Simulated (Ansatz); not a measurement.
Data:

CaScO2F in space group P4/mmm (No. 123; Ca on 1d, Sc on 1a, O on 2f, F on 1b), a = b = 4.076 Å, c = 3.975 Å, α = β = γ = 90.00°.

This is the r²SCAN-relaxed structure.

Problem. All from r²SCAN in the plane-wave PAW code Ansatz, unless another level is named. Give the smallest direct gap on the standard path.

Solution. 3.87 eV.

Problem. Next, the band gap?

Solution. 3.42 eV (indirect).

Problem. And the electron effective mass?

Solution. 0.40, 0.62, 0.62 mₑ (principal values).

Problem. Give the valence-band maximum.

Solution. at A.

Problem. Next, the conduction-band minimum?

Solution. at Γ.

The start of the workflow was typed in or built on a structure type; neither database checked (COD, Materials Project) lists it. Whether it is the stable phase at ambient conditions was not checked. The r²SCAN relaxation kept the symmetry of its start; whether a distortion lowers the energy is not shown. The run is not spin-polarised.

Potentials: the earlier of the program's two PAW sets. The files were generated under PBE; for other functionals the program regenerates the frozen cores, and for LDA and PBEsol the local potential too.
